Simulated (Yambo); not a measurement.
Yambo run on N (space group P6_3/mmc, No. 194). The wavefunctions are PBEsol (pw.x of Quantum ESPRESSO, ONCV potentials, no spin-orbit coupling) ones on a 3×3×2 mesh (10 occupied bands); a = 3.799 Å, b = 3.799 Å, c = 7.420 Å, α = 90.00°, β = 90.00°, γ = 120.00°.

Yambo input:

```
rim_cut
gw0
dyson
el_el_corr
HF_and_locXC
ppa
em1d
RandQpts= 1000000
RandGvec= 1 Ry
EXXRLvcs= 84 Ry
VXCRLvcs= 336 Ry
Chimod= "HARTREE"
% BndsRnXp
 1 | 184 |
%
NGsBlkXp= 8 Ry
% LongDrXp
 1.0 | 1.0 | 1.0 |
%
PPAPntXp= 27.2114 eV
% GbndRnge
 1 | 61 |
%
GTermKind= "BG"
DysSolver= "n"
ExtendOut
% QPkrange
 1 | 1 | 10 | 10 |
 3 | 3 | 10 | 11 |
 5 | 5 | 11 | 11 |
%
```

k points by index: 1 = Γ, 3 = (0, 0.333, 0), 5 = K.

Table of the .qp output:

```
#    K-point    Band    Eo [eV]    E [eV]    E-Eo [eV]    Vxc [eV]    Vnlxc [eV]    Sc|Eo [eV]    Sc|E [eV]    dSc/dw|Eo [eV]    Re(Z)    Im(Z)
#
    1    10    0.000000    -3.073436    -3.073436    -17.48234    -23.85684    2.731941    3.301064    -5.038689    0.843761    -0.921506E-3
    3    10    -0.045482    -3.125499    -3.080017    -17.48806    -23.88997    2.748303    3.321899    -5.067442    0.843009    -0.922105E-3
    3    11    7.272302    10.74462    3.472316    -14.15127    -8.144516    -2.032342    -2.534434    -3.934656    0.873670    -0.735599E-3
    5    11    7.076920    10.49155    3.414633    -13.81195    -7.949749    -1.962983    -2.447569    -3.861622    0.875724    -0.730330E-3
```
(The two width columns are left out.) Convergence of these settings isn't established.

Geometry relaxed with PBE+D3(BJ).

The structure is a Materials Project entry; no match was found in the copy of COD used, and its stability was not checked.
